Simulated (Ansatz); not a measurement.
Relaxed-ion elastic tensor of CsCaH3 (cubic perovskite, space group No. 221) in GPa (Voigt order), LDA (plane waves, PAW; program Ansatz); density 3.28 g/cm³, 17.84 Å³ per atom.

```
61.8  11.6  11.6   0.0   0.0   0.0
11.6  61.8  11.6   0.0   0.0   0.0
11.6  11.6  61.8   0.0   0.0   0.0
 0.0   0.0   0.0  21.0   0.0   0.0
 0.0   0.0   0.0   0.0  21.0   0.0
 0.0   0.0   0.0   0.0   0.0  21.0
```

Problem. Is the crystal mechanically stable?

Solution. Yes: the smallest eigenvalue of C is 21.0 GPa.

Problem. Work out the Voigt, Reuss and Hill averages.

Solution. K_V = 28.3, K_R = 28.3, K_H = 28.3; G_V = 22.6, G_R = 22.5, G_H = 22.6 GPa.

Problem. Give Young's modulus, Poisson's ratio, Pugh's ratio and the universal anisotropy index.

Solution. E = 9KG/(3K + G) = 53.5 GPa; ν = 0.19; K/G = 1.26 (brittle by the Pugh limit of 1.75); A_U = 5G_V/G_R + K_V/K_R − 6 = 0.04.

Problem. Estimate the sound speeds and the Debye temperature.

Solution. v_l = √((K + 4G/3)/ρ) = 4220 m/s, v_t = √(G/ρ) = 2620 m/s, mean 2890 m/s; Θ = (h/k)(3n/4πV)^(1/3) v_m = 330 K.

Problem. Give the Zener ratio and Young's modulus along [100], [110] and [111].

Solution. A = 2C44/(C11 − C12) = 0.84; 1/E = S11 − 2(S11 − S12 − S44/2)Γ with Γ = 0, 1/4, 1/3 gives 58.2, 52.2, 50.5 GPa.

Problem. Solve the Christoffel equation for the three sound speeds along [100], [110], [111].

Solution. Eigenvalues of C_ijkl n_j n_l equal ρv². In km/s, slowest first: [100] 2.53, 2.53, 4.34; [110] 2.53, 2.77, 4.20; [111] 2.69, 2.69, 4.15.

Space group Pm-3m (cubic perovskite). The workflow started from a Materials Project entry (that database holds measured and hypothetical structures alike); the Crystallography Open Database copy checked does not list it. Whether it is the stable phase at ambient conditions was not checked. The LDA relaxation kept the symmetry of its start; phonons on a q-mesh show no instability. Scalar-relativistic: spin–orbit coupling is off unless named, which matters more the heavier the elements.

Potentials: the later of the program's two PAW sets.
